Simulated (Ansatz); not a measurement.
ScAs:
```
CELL_PARAMETERS angstrom
      0.00000     2.70534     2.70534
      2.70534     0.00000     2.70534
      2.70534     2.70534     0.00000
ATOMIC_POSITIONS crystal
  As 0.50000 0.50000 0.50000
  Sc 0.00000 0.00000 0.00000
```

Relaxed with PBEsol.

Problem. Give the Bader charges and basin volumes of the independent atoms, plane-wave PAW PBEsol (Ansatz code).

Solution. 

```tsv
atom	Bader charge (e)	Bader volume (Å³)
As1	-1.54	28.3
Sc2	+1.54	11.3
```

Space group Fm-3m (rock salt). The workflow started from an entry of the Crystallography Open Database (COD). Its standing as an ambient phase is unchecked. Symmetry was held in the PBEsol relaxation; whether a distortion lowers the energy is not shown. The run is not spin-polarised.

Potentials: the later of the program's two PAW sets.
